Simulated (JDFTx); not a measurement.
TiB2(1 0 -1 0) slab cut from bulk TiB2 (space group P6/mmm, indices of the conventional cell, lattice of the Materials Project entry mp-1145, not re-optimised): 12 atoms in 12 planes, a 1x1 cell of 9.77 Å² (|a| = 3.026, |b| = 3.229 Å), 9.5 Å between the outermost planes, B outermost, slab composition Ti4B8, cell height 25.6 Å, 8×6×1 k mesh, Fermi smearing 0.01 Ha, no spin polarisation. Whether this polymorph is the ambient one wasn't checked. Neither spin polarisation nor a larger cell was tried.

Profiles through the double layer of this slab, charged, in CANDLE, water, 0.5 M NaCl; PBE, GBRV ultrasoft potentials, plane waves to 20/100 Ha, a modified build of JDFTx. z is the height above the outermost atoms, φ the plane-averaged electrostatic potential energy of an electron (zero in the bulk liquid), ρ_b the bound charge of solvent and ions, s the cavity shape function (0 in the solid, 1 in the liquid).

```json
[
 {"z (Å)": "0.97", "n (e/Å³)": "0.0683", "s": "0.00", "φ (eV)": "-2.291", "ρ_b (10⁻³ e/Å³)": "-0.88"},
 {"z (Å)": "1.43", "n (e/Å³)": "0.0186", "s": "0.00", "φ (eV)": "-0.832", "ρ_b (10⁻³ e/Å³)": "-9.68"},
 {"z (Å)": "1.89", "n (e/Å³)": "0.0044", "s": "0.05", "φ (eV)": "-0.204", "ρ_b (10⁻³ e/Å³)": "-8.87"},
 {"z (Å)": "2.34", "n (e/Å³)": "0.0010", "s": "0.27", "φ (eV)": "-0.117", "ρ_b (10⁻³ e/Å³)": "-0.71"},
 {"z (Å)": "2.80", "n (e/Å³)": "0.0002", "s": "0.56", "φ (eV)": "-0.093", "ρ_b (10⁻³ e/Å³)": "-0.04"},
 {"z (Å)": "3.26", "n (e/Å³)": "0.0000", "s": "0.84", "φ (eV)": "-0.081", "ρ_b (10⁻³ e/Å³)": "-0.05"},
 {"z (Å)": "3.71", "n (e/Å³)": "0.0000", "s": "0.99", "φ (eV)": "-0.072", "ρ_b (10⁻³ e/Å³)": "-0.02"},
 {"z (Å)": "4.17", "n (e/Å³)": "0.0000", "s": "1.00", "φ (eV)": "-0.065", "ρ_b (10⁻³ e/Å³)": "-0.02"},
 {"z (Å)": "4.63", "n (e/Å³)": "0.0000", "s": "1.00", "φ (eV)": "-0.058", "ρ_b (10⁻³ e/Å³)": "-0.02"},
 {"z (Å)": "5.09", "n (e/Å³)": "0.0000", "s": "1.00", "φ (eV)": "-0.052", "ρ_b (10⁻³ e/Å³)": "-0.02"},
 {"z (Å)": "5.54", "n (e/Å³)": "0.0000", "s": "1.00", "φ (eV)": "-0.047", "ρ_b (10⁻³ e/Å³)": "-0.01"},
 {"z (Å)": "6.00", "n (e/Å³)": "0.0000", "s": "1.00", "φ (eV)": "-0.042", "ρ_b (10⁻³ e/Å³)": "-0.01"},
 {"z (Å)": "6.46", "n (e/Å³)": "0.0000", "s": "1.00", "φ (eV)": "-0.038", "ρ_b (10⁻³ e/Å³)": "-0.01"},
 {"z (Å)": "6.91", "n (e/Å³)": "0.0000", "s": "1.00", "φ (eV)": "-0.034", "ρ_b (10⁻³ e/Å³)": "-0.01"},
 {"z (Å)": "7.37", "n (e/Å³)": "0.0000", "s": "1.00", "φ (eV)": "-0.031", "ρ_b (10⁻³ e/Å³)": "-0.01"},
 {"z (Å)": "7.83", "n (e/Å³)": "0.0000", "s": "1.00", "φ (eV)": "-0.028", "ρ_b (10⁻³ e/Å³)": "-0.01"}
]
```

Question: Is the electrode positively or negatively charged, and roughly by how much?

Answer: Positively: σ = 15.0 μC/cm² per face. The liquid's bound charge is of the opposite sign overall, and far from the surface φ decays with the screening length (4.3 Å).
